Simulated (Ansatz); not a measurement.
A generator proposed this cell of BeCd2S3.

```
CELL_PARAMETERS angstrom
2.91865 1.68508 4.29105
-2.91865 1.68508 4.29105
0.00000 -3.37016 4.29105
ATOMIC_POSITIONS crystal
Be 0.50000 0.50000 0.50000
Cd 0.87205 0.87205 0.87205
Cd 0.12795 0.12795 0.12795
S 0.50000 0.50000 0.00000
S 0.00000 0.50000 0.50000
S 0.50000 0.00000 0.50000
```

Method: Ansatz, DFT PBE, scalar-relativistic, plane waves, PAW. Settings: cutoff 420 eV, Γ-centred mesh 6×6×6 on the computed 6-atom cell, Gaussian smearing of 0.10 eV; no spin polarisation.

Energies over the elements count from the elements' standard structures at the same level, with no fitted energy shifts.

**Question.** How far from equilibrium is it?

**Answer.** The pressure is -6.4 GPa (the mean over three directions, positive in compression), the largest force is 0.06 eV/Å, and the energy is +0.60 eV/atom against the elements. The shortest distance is 2.73 Å.

**Question.** How much does it gain on relaxing, and where does it end?

**Answer.** Relaxing gains about 0.56 eV/atom (the start's value is from the coarse mesh, so the gain is rough) in 15 ionic steps and ends at +0.03 eV/atom on the finer mesh. The symmetry stays R-3m (No. 166). The volume per atom shrinks by 8.7 %, from 21.1 to 19.3 Å³. The shortest distance goes from 2.73 Å (Be–S) to 2.45 Å (Be–S). The ratio c/a of the conventional cell changes by a factor of 0.65. Conventional cell: a = 6.550 Å, c = 9.330 Å. Be is surrounded by 6 S at 2.45 Å; around Cd lie 3 S at 2.59 Å and 1 Cd at 2.68 Å; around S lie 2 Be at 2.45 Å and 2 Cd at 2.59 Å.

The last run used a 12×12×12 mesh for its 6-atom cell and Gaussian smearing of 0.10 eV. The k mesh leaves some 4 meV/atom of noise in the energy of each metallic cell. The cell is a metal run without spin; a magnetic state may lie lower. The reference form of S is held partly by dispersion forces, which this level lacks. The relaxation can't lower the symmetry of the start. Symmetry constrained the relaxation, so the result can be a saddle point. Another cell of BeCd2S3 relaxed alike, in P-3m1, lies 0.46 eV/atom lower, so this cell isn't the stable form at this level.
